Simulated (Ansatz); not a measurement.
Given:

SnS2:
```cif
data_S32Sn16
_chemical_formula_sum 'Sn16 S32'
_space_group_name_H-M_alt 'Fd-3m :1'
_space_group_IT_number 227
_space_group_name_Hall 'F 4d 2 3 -1d'
_cell_length_a 10.35823
_cell_length_b 10.35823
_cell_length_c 10.35823
_cell_angle_alpha 90.000
_cell_angle_beta 90.000
_cell_angle_gamma 90.000
loop_
_atom_site_label
_atom_site_type_symbol
_atom_site_symmetry_multiplicity
_atom_site_Wyckoff_symbol
_atom_site_fract_x
_atom_site_fract_y
_atom_site_fract_z
_atom_site_occupancy
Sn1 Sn 16 c 0.12500 0.12500 0.12500 1
S1 S 32 e 0.37335 0.37335 0.37335 1
```
(The calculation used a cell of 12 atoms; values per cell refer to that cell.)

This is the PBEsol-relaxed structure.

Task: All from PBEsol in the plane-wave PAW code Ansatz, unless another level is named. Give the smallest direct gap on the standard path.

Result: 1.16 eV.

Task: Next, the electron effective mass, band 2 of 3 at the edge?

Result: 0.32 along [100], 0.44 along [110], 0.41 along [111] (mₑ).

Task: What about the band gap?

Result: 1.06 eV (indirect).

The workflow started from a Materials Project entry (that database holds measured and hypothetical structures alike); the Crystallography Open Database copy checked does not list it. It is not the phase usual at ambient conditions (space group No. 164). The cell was relaxed with PBEsol under the symmetry of its start; whether a distortion lowers the energy is not shown. Spin–orbit coupling is left out wherever it is not named.

Potentials: the later of the program's two PAW sets.
